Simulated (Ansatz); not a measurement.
PdSeO$_{3}$:
```cif
data_O6Pd2Se2
_chemical_formula_sum 'Pd2 Se2 O6'
_space_group_name_H-M_alt 'P 1'
_space_group_IT_number 1
_cell_length_a 4.86941
_cell_length_b 4.86941
_cell_length_c 6.76760
_cell_angle_alpha 69.833
_cell_angle_beta 110.167
_cell_angle_gamma 90.020
loop_
_space_group_symop_operation_xyz
  'x, y, z'
loop_
_atom_site_label
_atom_site_type_symbol
_atom_site_fract_x
_atom_site_fract_y
_atom_site_fract_z
_atom_site_occupancy
Pd1 Pd 0.00000 0.50000 0.00000 1
Pd2 Pd 0.50000 0.00000 0.00000 1
Se1 Se 0.32612 0.67388 0.63116 1
Se2 Se 0.67388 0.32612 0.36884 1
O1 O 0.57098 0.03322 0.29504 1
O2 O 0.42902 0.96678 0.70496 1
O3 O 0.03322 0.57098 0.70496 1
O4 O 0.96678 0.42902 0.29504 1
O5 O 0.39120 0.60880 0.13850 1
O6 O 0.60880 0.39120 0.86150 1
```

Relaxed with LDA. Plane-wave PAW LDA (Ansatz code) gives a gap of 0.69 eV.

Q: What gap does HSE06 give on the same cell (Ansatz, PAW)?

A: 2.54 eV, 1.85 eV more. The hybrid was solved on a coarser mesh and at special points; the gap given is the minimum over both.

```
k   v1 LDA  c1 LDA  v1 HSE06  c1 HSE06
--  ------  ------  --------  --------
Γ    -0.06    0.69      0.00      2.54
Y    -0.07    1.07     -0.19      2.91
A    -0.09    0.89     -0.03      2.73
M2    0.00    1.74       [?]       [?]
V2   -0.65    1.42       [?]       [?]
L2   -0.43    1.74       [?]       [?]
I    -0.05    1.76       [?]       [?]
```

Q: Top valence (v1) and lowest conduction level (c1) in eV from each method's valence maximum (which need not be a listed point): supply the withheld HSE06 values.

A: 
- I, v1 HSE06: -0.15
- I, c1 HSE06: 3.75
- M2, v1 HSE06: -0.09
- M2, c1 HSE06: 3.71
- V2, v1 HSE06: -0.68
- V2, c1 HSE06: 3.38
- L2, v1 HSE06: -0.49
- L2, c1 HSE06: 3.74

Cost on shared cores: the LDA run (SCF on a 6×6×5 mesh, then bands and DOS) roughly 3 core-minutes, the HSE06 run (SCF on 4×4×3, then a few points) around 11 core-minutes (rough); the tasks are unlike.

Space group C2/m. The first step of the workflow began from a Materials Project structure, measured or hypothetical; the Crystallography Open Database copy checked does not list it. COD files the formula under space group No. 11. Whether it is the stable phase at ambient conditions was not checked. Symmetry was held in the LDA relaxation; its stability against distortions is not shown here. No spin polarisation was allowed. A crystal of weakly bound layers computed without a dispersion correction: the cell and the soft elastic constants depend strongly on that. Spin–orbit coupling is left out wherever it is not named.

Potentials: the later of the program's two PAW sets.
